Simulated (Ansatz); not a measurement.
BC₃:
```yaml
crystal:
  lattice:
    - [2.57252, -4.45804, 0.00000]
    - [2.57252, 4.45804, 0.00000]
    - [0.00000, 0.00000, 6.69565]
  atoms:
    - { symbol: B, position: [0.92574, 0.07426, 0.75000] }
    - { symbol: C, position: [0.75102, 0.24898, 0.75000] }
    - { symbol: B, position: [0.74078, 0.25922, 0.25000] }
    - { symbol: C, position: [0.09055, 0.43382, 0.25000] }
    - { symbol: C, position: [0.43382, 0.09055, 0.75000] }
    - { symbol: C, position: [0.27535, 0.24906, 0.75000] }
    - { symbol: C, position: [0.24906, 0.27535, 0.25000] }
    - { symbol: C, position: [0.56621, 0.43379, 0.25000] }
    - { symbol: C, position: [0.43379, 0.56621, 0.75000] }
    - { symbol: B, position: [0.25922, 0.74078, 0.75000] }
    - { symbol: C, position: [0.24898, 0.75102, 0.25000] }
    - { symbol: C, position: [0.56618, 0.90945, 0.25000] }
    - { symbol: C, position: [0.90945, 0.56618, 0.75000] }
    - { symbol: C, position: [0.75094, 0.72465, 0.75000] }
    - { symbol: C, position: [0.72465, 0.75094, 0.25000] }
    - { symbol: B, position: [0.07426, 0.92574, 0.25000] }
```

Relaxed with r²SCAN+D4.

### Question
Give the Bader charges and basin volumes of the independent atoms, the program Ansatz at the r²SCAN+D4 level (PAW).

### Answer


```
atom  Bader charge (e)  Bader volume (Å³)
----  ----------------  -----------------
B1               +2.06                2.8
C2               -0.70               12.0
B3               +2.06                2.7
C4               -0.69               12.0
C6               -0.69               11.8
C8               -0.67               11.8
```

Space group Cmcm. The start of the workflow was typed in or built on a structure type; neither database checked (COD, Materials Project) lists it. Whether it is the stable phase at ambient conditions was not checked. The cell was relaxed with r²SCAN+D4 under the symmetry of its start; its stability against distortions is not shown here. Its formation energy is positive at this level, so the cell may be metastable or incomplete.

Potentials: the earlier of the program's two PAW sets. The files were generated under PBE; for other functionals the program regenerates the frozen cores, and for LDA and PBEsol the local potential too.
